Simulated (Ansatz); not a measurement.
RuW in space group Cmcm (No. 63; W on 4c, Ru on 4c) under volume change, DFT-PBEsol in the program Ansatz with PAW potentials, shape and atoms relaxed at each volume.

```json
[
 {"V (Å³/atom)": "13.805", "E − E(relaxed) (meV/atom)": "58.7", "P (GPa)": "22.60"},
 {"V (Å³/atom)": "14.246", "E − E(relaxed) (meV/atom)": "13.9", "P (GPa)": "10.37"},
 {"V (Å³/atom)": "14.686", "E − E(relaxed) (meV/atom)": "0.0", "P (GPa)": "0.00"},
 {"V (Å³/atom)": "15.127", "E − E(relaxed) (meV/atom)": "12.4", "P (GPa)": "-8.77"},
 {"V (Å³/atom)": "15.567", "E − E(relaxed) (meV/atom)": "46.7", "P (GPa)": "-15.98"}
]
```

Q: What does a third-order Birch–Murnaghan fit give for V₀, B₀ and B′?

A: V₀ = 14.69 Å³/atom, B₀ = 316 GPa, B′ = 4.8.

The start of the workflow was typed in or built on a structure type; neither database checked (COD, Materials Project) lists it. Whether it is the stable phase at ambient conditions was not checked. The PBEsol relaxation kept the symmetry of its start; whether a distortion lowers the energy is not shown. The run is not spin-polarised. Its formation energy is positive at this level, so the cell may be metastable or incomplete. Spin–orbit coupling is left out wherever it is not named.

Potentials: the earlier of the program's two PAW sets. The files were generated under PBE; for other functionals the program regenerates the frozen cores, and for LDA and PBEsol the local potential too.
